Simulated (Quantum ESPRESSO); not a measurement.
CdTe is modelled in the cubic space group F-43m (No. 216), the zinc blende structure, Pearson symbol cF8. Conventional cell: a = b = c = 6.4437 Å, α = β = γ = 90.00°. Cd on 4a is surrounded by 4 Te at 2.790 Å (tetrahedral). Te on 4c is coordinated by 4 Cd at 2.790 Å (tetrahedral). (Neighbours: up to the widest gap in distance over summed covalent radii, below 1.35, at either atom.)
(The calculation used a cell of 2 atoms; values per cell refer to that cell.)

The PBEsol cell relaxed from Materials Project entry mp-406 was given an isotropic strain of -0.7 % on all lattice vectors, and the atoms were relaxed again.

Q: What does PBEsol (Quantum ESPRESSO, PseudoDojo norm-conserving, 102 Ry, scalar-relativistic) give for the electronic structure near the Fermi level?

A: The PBEsol gap is direct, 0.71 eV at Γ. Without spin-orbit coupling, band edges of such heavy elements can be off by tenths of an eV.
